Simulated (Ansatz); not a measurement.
The elements of this relaxed trial crystal are hidden behind letters.

```
lattice vectors (Å)
   3.6339    0.0000    0.0000
   0.0000    3.6339    0.0000
   0.0000    0.0000    8.8290
fractional positions
X 0.0000 0.0000 0.0000
Z 0.5000 0.5000 0.7798
Z 0.0000 0.0000 0.5000
Z 0.5000 0.5000 0.2202
```

All numbers below come from Ansatz, DFT PBE, scalar-relativistic, plane waves, PAW. Plane waves to 420 eV, a 12×12×6 mesh through Γ for the 4-atom cell and 0.10 eV Gaussian smearing; no spin polarisation.

* Space group: P4/mmm (No. 123)
* Conventional cell: a = 3.634 Å, c = 8.829 Å
* Volume per atom: 29.15 Å³
* Density: 3.90 g/cm³
* Formation energy: +0.06 eV/atom
* Gap on the 12×12×6 mesh of the 4-atom cell: 0 eV (a metal)

Energies are uncorrected and count from the elements' standard states at the same level.

Problem. X is an s-block element of period 2 and Z is a d-block element of period 5. Which elements are they?

Solution. X = Li, Z = Y, so the formula is LiY3. Density times volume gives a mean mass of 3.90 × 29.15/1.6605 = 68.5 u per atom, and this set has 68.4 u. Among the elements that the hints allow, noble gases aside, only these give it. Li has 8 Y at 3.22 Å and 4 Li at 3.63 Å; Y on a site of symmetry 4mm is surrounded by 4 Li at 3.22 Å, 8 Y at 3.56–3.63 Å and 1 Y at 3.89 Å; Y on a site of symmetry 4/mmm is surrounded by 12 Y at 3.56–3.63 Å.

A structure relaxed within its symmetry needn't be a true minimum.
